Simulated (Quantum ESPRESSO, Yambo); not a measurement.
At a photon energy of 8.38 eV, RPA with local fields on PBEsol bands shifted by a G0W0 scissor of 2.68 eV (Quantum ESPRESSO and Yambo; 3×3×2 mesh, 177 bands, 3 Ry local-field block, 0.2 eV broadening) gives ε = 3.17 + 1.16i for CsMo2AlO8 (space group P-3m1, No. 164), field along x. Axes are Cartesian, with cell vectors (Å) (5.65, 0.00, 0.00), (-2.83, 4.89, 0.00), (0.00, 0.00, 8.26).

Q: Work out n, κ, the normal-incidence reflectivity, the absorption coefficient and the penetration depth.

A: 
|ε| = 3.38; n = √((|ε| + ε1)/2) = 1.81, κ = √((|ε| − ε1)/2) = 0.32. R = ((n − 1)² + κ²)/((n + 1)² + κ²) = 0.09. α = 2Eκ/(ħc) with ħc = 197.327 eV nm: 0.0272 per nm = 2.7 × 10⁵ per cm, a 1/e depth of 37 nm. The computed direct gap is 6.35 eV, and the energy scale of the real crystal may differ from it. Excitonic effects are left out, and values at one energy depend on mesh and broadening. The scissor comes from a G0W0 run whose convergence isn't established. Convergence of the RPA response with its 3×3×2 mesh was not tested.

Spin-orbit coupling is not included.

Geometry of the Materials Project entry, not relaxed at this level; primitive cell a = b = 5.650 Å, c = 8.265 Å, α = β = 90.00°, γ = 120.00°.
